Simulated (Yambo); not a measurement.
KTlO₂ (space group R-3m, No. 166) under isotropic strain of -0.7 % on all lattice vectors; a = b = c = 6.3288 Å, α = β = γ = 31.39°. With the G0W0 scissor the direct gap on the mesh is 1.69 eV. Axes are Cartesian, with cell vectors (Å) (1.71, 0.99, 6.01), (-1.71, 0.99, 6.01), (0.00, -1.98, 6.01).

### Question
Does this run resolve the lowest exciton, and if so, what are its energy and binding? (Yambo, PBEsol bands; 6×6×6 mesh, 6 valence and 3 conduction bands, static screening with 40 bands and a 4 Ry block, scissor 0.53 eV, Tamm-Dancoff.)

### Answer
No. The lowest state covers only about 2 of the 216 k points, so the mesh doesn't resolve it: its energy and its distance from the direct gap are mesh artefacts. An extended exciton needs a far denser mesh. The scissor comes from a G0W0 run whose convergence isn't established. Spin-orbit coupling is left out; with 6p states at a band edge it can lower the gap by many tenths of an eV, most of a small gap.

The standard potential for Tl keeps a d shell in the valence without the s and p states of that shell. In tests on such compounds this moved G0W0 gaps by up to about 0.9 eV, so absolute quasiparticle energies here are unreliable; differences between settings are what counts.

Geometry strained from the cell relaxed with PBEsol, atoms relaxed again.

The structure is a Materials Project entry; no match was found in the copy of COD used, and its stability was not checked.
